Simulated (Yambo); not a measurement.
BaTiO3 (space group Amm2, No. 38), G0W0@PBEsol in Yambo with this input:

```
rim_cut
gw0
dyson
el_el_corr
HF_and_locXC
ppa
em1d
RandQpts= 1000000
RandGvec= 1 Ry
EXXRLvcs= 84 Ry
VXCRLvcs= 336 Ry
Chimod= "HARTREE"
% BndsRnXp
 2 | 128 |
%
NGsBlkXp= 8 Ry
% LongDrXp
 1.0 | 1.0 | 1.0 |
%
PPAPntXp= 27.2114 eV
% GbndRnge
 1 | 128 |
%
GTermKind= "BG"
DysSolver= "n"
ExtendOut
```

On a 4×4×4 mesh, with wavefunctions cut at 84 Ry, the gap ((-0.5, -0.5, -0.5) → Γ) is 3.793 eV and the valence edge shifts by -0.353 eV.

**Question.** What happens with this change: 52 bands in G?

**Answer.** The gap falls by 0.044 eV, to 3.749 eV; the shift of the valence edge becomes -0.324 eV. Neither run is shown to be the converged limit.

Geometry of the Materials Project entry, not relaxed at this level; primitive cell a = 3.9833 Å, b = c = 4.0573 Å, α = 89.75°, β = γ = 90.00°.

This is not the ordinary phase of the substance.

A shift is the quasiparticle energy of the state minus its PBEsol energy.
